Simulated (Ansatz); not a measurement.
LaAlGe:
```
CELL_PARAMETERS angstrom
     -2.18874     2.18874     7.37946
      2.18874    -2.18874     7.37946
      2.18874     2.18874    -7.37946
ATOMIC_POSITIONS crystal
  La 0.24965 0.24965 0.00000
  La 0.99965 0.49965 0.50000
  Ge 0.66585 0.66585 0.00000
  Ge 0.41585 0.91585 0.50000
  Al 0.83281 0.83281 0.00000
  Al 0.58281 0.08281 0.50000
```

Relaxed with r²SCAN. Special points in fractions of this cell's reciprocal vectors: Γ (0.000, 0.000, 0.000); X (0.000, 0.000, 0.500); P (0.250, 0.250, 0.250); N (0.000, 0.500, 0.000); M (0.500, 0.500, -0.500); S (0.272, 0.728, -0.272); S0 (-0.272, 0.272, 0.272); R (-0.044, 0.044, 0.500); G (0.500, 0.500, -0.044).

### Question
List the band energies nearest the Fermi level at these points for DFT-r²SCAN in the program Ansatz with PAW potentials.

### Answer
In eV from the Fermi level; about four levels below and three above (degenerate sets whole), none deeper than 8.9 eV; points with the same levels are listed once.

```json
[
 {"k": "Γ", "below": "-1.77 -1.66 -1.66 -0.47", "above": "0.24 0.58 1.27"},
 {"k": "X", "below": "-2.46 -2.46 -1.34 -1.34", "above": "1.23 1.23 1.99 1.99"},
 {"k": "P", "below": "-2.46 -2.46 -1.34 -1.34", "above": "1.18 1.18 2.07 2.07"},
 {"k": "N", "below": "-2.75 -1.59 -1.01 -0.33", "above": "0.11 0.40 1.22"},
 {"k": "M", "below": "-1.73 -1.73 -1.46 -1.46", "above": "1.14 1.14 1.47 1.47"},
 {"k": "S", "below": "-2.16 -1.67 -1.53 -0.19", "above": "0.09 0.75 1.32"},
 {"k": "R", "below": "-2.45 -2.45 -1.35 -1.35", "above": "1.20 1.20 1.99 1.99"}
]
```

Space group I4_1md. The workflow started from an entry of the Crystallography Open Database (COD). Its standing as an ambient phase is unchecked. The r²SCAN relaxation kept the symmetry of its start; its stability against distortions is not shown here. Spin–orbit coupling is left out wherever it is not named.

Potentials: the later of the program's two PAW sets.
